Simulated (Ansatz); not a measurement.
**Time and memory for MgB2**

```yaml
crystal:
  lattice:
    - [3.085, 0.0, 0.0]
    - [-1.5425, 2.6716883707, 0.0]
    - [0.0, 0.0, 3.523]
  atoms:
    - { symbol: Mg, position: [0.0, 0.0, 0.0] }
    - { symbol: B, position: [0.3333333333, 0.6666666667, 0.5] }
    - { symbol: B, position: [0.6666666667, 0.3333333333, 0.5] }
kpoints:
  mp_grid: { grid: [17, 17, 13] }
scf:
  occupations: { method: fermi_dirac, width: 0.05 }
hamiltonian:
  xc: pbe
  pseudopotentials: { kind: paw }
output:
  forces: true
  stress: true
  populations: true
  efg:
    quadrupole_moments_barn: { Mg: 0.1994, B: 0.04059 }
    contact_densities: true
relax:
  f_tol: 0.02
  max_steps: 60
```

```sh
ansatz run input.yaml --threads 4 --pin off --max-ram 8192MiB --backend cpu --events-out ev --progress --plain --runs-dir out
```

It runs on 4 threads of Intel Xeon Platinum 8375C CPU @ 2.90GHz (Ice Lake) (x86_64; 16 cores open to the job, memory cap 8.0 GiB, no GPU), a shared host with a load of 0.3 a core.

Problem. Estimate the wall time and the peak memory.

Solution. About 1.8 s of wall time (5.6 s of CPU time) and 0.47 GiB. The run holds 16 valence electrons in 12 bands, about 563 plane waves a k-point and 231 irreducible k-points, and took 6 SCF iterations, over 1 ionic steps. Times on a shared host vary by tens of per cent.
